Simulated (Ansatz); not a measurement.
Polymorphs of Cs, each relaxed with LDA in the plane-wave PAW code Ansatz:

A: hcp (Mg type) (P6_3/mmc)
a = b = 5.1330 Å, c = 8.4384 Å, α = β = 90.00°, γ = 120.00°

```
atom  site  symmetry       x       y       z
----  ----  --------  ------  ------  ------
Cs      2c      -6m2  0.3333  0.6667  0.2500
```

B: fcc (Cu type) (Fm-3m)
a = b = c = 7.294 Å, α = β = γ = 90.00°

```json
[
 {"atom": "Cs", "site": "4a", "symmetry": "m-3m", "x": "0.0000", "y": "0.0000", "z": "0.0000"}
]
```

C: I4_1/amd
a = b = 4.838 Å, c = 17.490 Å, α = β = γ = 90.00°

```csv
atom,site,symmetry,x,y,z
Cs,4b,-4m2,0.0000,0.0000,0.5000
```

Q: Put the candidates in order of energy per atom at 0 K, lowest first, for LDA.

A: A (+0 meV/atom), B (+5 meV/atom), C (+61 meV/atom)

Not the usual ambient phase: A; B; C. All cells were relaxed under the symmetry of their starts (and spin orders); stability against distortions was not tested throughout. Spin–orbit coupling is left out wherever it is not named.

Energies hold the estimated change up to a 700 eV cutoff; steps of a few meV lie near the error of the meshes.

Potentials: the earlier of the program's two PAW sets. The files were generated under PBE; for other functionals the program regenerates the frozen cores, and for LDA and PBEsol the local potential too.
